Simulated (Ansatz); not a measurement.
# FeCo$_{3}$ (P4/mmm): electronic heat capacity from the density of states

Level of theory: DFT PBEsol, scalar-relativistic, plane waves, PAW (Ansatz).

Settings: cutoff 420 eV, Γ-centred mesh 16×16×6 on the computed 4-atom cell, Gaussian smearing of 0.10 eV; collinear spin from starting moments 2.67 1.82 1.88 1.82 μB.

Relaxed cell: P4/mmm, a = 2.459 Å, b = 2.459 Å, c = 7.025 Å, α = 90.00°, β = 90.00°, γ = 90.00°, 4 atoms in the primitive cell. Whether it is the stable form of this composition wasn't checked.

The density of states at the Fermi level is 4.464 states/eV in the cell of 4 atoms (1 formula unit; both spins, tetrahedra on a 24×24×9 mesh). The run ends with a moment of 7.24 μB a cell (largest on a site 2.42 μB), and the figure is for this state; a paramagnetic sample can have a quite different one. Another magnetic order, if the compound takes it, can change N(E_F) and the shape of the cell a good deal.

Task: What Sommerfeld coefficient does this give?

Result: Per formula unit N(E_F) = 4.464 states/eV. γ = (π²/3) k_B² N(E_F) N_A = 2.357 mJ/(mol K²) per state/eV, so γ = 10.5 mJ/(mol K²), a mole of formula units. This is the bare band result: a measured γ of the same phase and magnetic order is as a rule larger by a factor 1 + λ from phonons and spin fluctuations. N(E_F) at one energy is sensitive to the mesh where the density of states has sharp peaks.

Only parallel moments were tried here.

Only this magnetic start was tried.